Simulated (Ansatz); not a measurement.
## LiH₄BrO₂ with one atom moved: Quadrupolar parameters

The cell is a COD entry, relaxed with PBE at fixed cell and then changed (atom 3 (H) moved by 0.15 Å).

```
Li H Br O
1.0
     5.30010    0.00000    0.00000
     2.64598    5.82412    0.00000
     0.88667    2.71533    5.73390
Li H Br O
2 8 2 4
Direct
  0.30640 0.38535 0.48033
  0.69360 0.61465 0.51967
  0.01837 0.88755 0.27785
  0.96878 0.13820 0.72215
  0.79651 0.34662 0.28165
  0.20349 0.65338 0.71835
  0.58486 0.61532 0.13142
  0.41514 0.38468 0.86858
  0.92654 0.76563 0.13429
  0.07346 0.23437 0.86571
  0.24927 0.12358 0.22848
  0.75073 0.87642 0.77152
  0.98427 0.72131 0.29385
  0.01573 0.27869 0.70615
  0.61682 0.47803 0.29001
  0.38318 0.52197 0.70999
```

Atom numbers follow the list; atoms alike are taken as one site, whose name carries the number of the first.

Method: Kohn–Sham DFT in Ansatz, PBE, plane waves and PAW (field gradients read without the response of the frozen cores, which leaves them typically 4 to 6 % off), scalar-relativistic, 420 eV cutoff, Γ-centred 5×4×4 k-points, Fermi–Dirac smearing 0.02 eV.

C_Q = eQV_zz/h, which is 24.18 MHz for Q = 1 b and V_zz = 10²¹ V/m²; η = (V_xx − V_yy)/V_zz.

Li-6: I = 1, Q = -0.8080 mb; ²H: I = 1, Q = 2.858 mb; Br-81: I = 3/2, Q = 257.9 mb; O-17: I = 5/2, Q = -25.58 mb. Quadrupole moments are those of Pyykkö's year-2017 table.

```json
{"site": "Li1", "atoms (order as listed)": "1", "first shell": "4 O at 2.04–2.17 Å, 2 Br at 2.91–3.02 Å; also 2 Li at 2.99–3.06 Å", "V_zz (10²¹ V/m²)": "-0.13", "η": "0.48", "C_Q (MHz)": "0.003"}
{"site": "Li2", "atoms (order as listed)": "2", "first shell": "4 O at 2.04–2.17 Å, 2 Br at 2.91–3.02 Å; also 2 Li at 2.99–3.06 Å", "V_zz (10²¹ V/m²)": "-0.15", "η": "0.37", "C_Q (MHz)": "0.003"}
{"site": "H3", "atoms (order as listed)": "3", "first shell": "1 O at 1.11 Å; also 1 Br at 2.21 Å", "V_zz (10²¹ V/m²)": "1.25", "η": "0.26", "C_Q (MHz)": "0.086"}
{"site": "H4", "atoms (order as listed)": "4", "first shell": "1 O at 0.99 Å; also 1 Br at 2.30 Å", "V_zz (10²¹ V/m²)": "3.46", "η": "0.13", "C_Q (MHz)": "0.239"}
{"site": "H5", "atoms (order as listed)": "5", "first shell": "1 O at 0.99 Å; also 1 Br at 2.30 Å", "V_zz (10²¹ V/m²)": "3.41", "η": "0.12", "C_Q (MHz)": "0.236"}
{"site": "H6", "atoms (order as listed)": "6", "first shell": "1 O at 0.99 Å; also 1 Br at 2.30 Å", "V_zz (10²¹ V/m²)": "3.40", "η": "0.12", "C_Q (MHz)": "0.235"}
{"site": "H7", "atoms (order as listed)": "7", "first shell": "1 O at 0.98 Å", "V_zz (10²¹ V/m²)": "3.70", "η": "0.11", "C_Q (MHz)": "0.256"}
{"site": "H8", "atoms (order as listed)": "8", "first shell": "1 O at 0.98 Å", "V_zz (10²¹ V/m²)": "3.71", "η": "0.11", "C_Q (MHz)": "0.256"}
{"site": "H9", "atoms (order as listed)": "9", "first shell": "1 O at 0.99 Å; also 1 Br at 2.32 Å", "V_zz (10²¹ V/m²)": "3.48", "η": "0.12", "C_Q (MHz)": "0.241"}
{"site": "H10", "atoms (order as listed)": "10", "first shell": "1 O at 0.99 Å; also 1 Br at 2.32 Å", "V_zz (10²¹ V/m²)": "3.46", "η": "0.13", "C_Q (MHz)": "0.239"}
{"site": "Br11", "atoms (order as listed)": "11", "first shell": "4 H at 2.21–2.47 Å; also 2 Li at 2.91–3.02 Å", "V_zz (10²¹ V/m²)": "6.79", "η": "0.53", "C_Q (MHz)": "42.4"}
{"site": "Br12", "atoms (order as listed)": "12", "first shell": "4 H at 2.30–2.47 Å; also 2 Li at 2.91–3.02 Å", "V_zz (10²¹ V/m²)": "3.42", "η": "0.85", "C_Q (MHz)": "21.3"}
{"site": "O13", "atoms (order as listed)": "13", "first shell": "2 H at 0.99–1.11 Å, 2 Li at 2.05–2.08 Å", "V_zz (10²¹ V/m²)": "-14.59", "η": "0.72", "C_Q (MHz)": "9.02"}
{"site": "O14", "atoms (order as listed)": "14", "first shell": "2 H at 0.99 Å, 2 Li at 2.05–2.08 Å", "V_zz (10²¹ V/m²)": "-14.12", "η": "0.77", "C_Q (MHz)": "8.73"}
{"site": "O15", "atoms (order as listed)": "15", "first shell": "2 H at 0.98–0.99 Å, 2 Li at 2.04–2.17 Å", "V_zz (10²¹ V/m²)": "-14.34", "η": "0.76", "C_Q (MHz)": "8.87"}
{"site": "O16", "atoms (order as listed)": "16", "first shell": "2 H at 0.98–0.99 Å, 2 Li at 2.04–2.17 Å", "V_zz (10²¹ V/m²)": "-14.37", "η": "0.76", "C_Q (MHz)": "8.89"}
```

At H3, H4, H5, H6, H7 and H8 and others V_zz points along its bond to O (within 3°) in each case.

The lattice is static: at room temperature water may turn and average the couplings of its hydrogen. The atoms aren't relaxed after the move (largest force 3.1 eV/Å).

The run took 24 s of wall time (23 s of CPU time) and 0.58 GiB at its peak, on 1 thread of Intel Xeon Platinum 8488C (Sapphire Rapids) (x86_64; 16 cores open to the job, memory cap 3.0 GiB, no GPU), a shared host with a load of 0.3 a core.
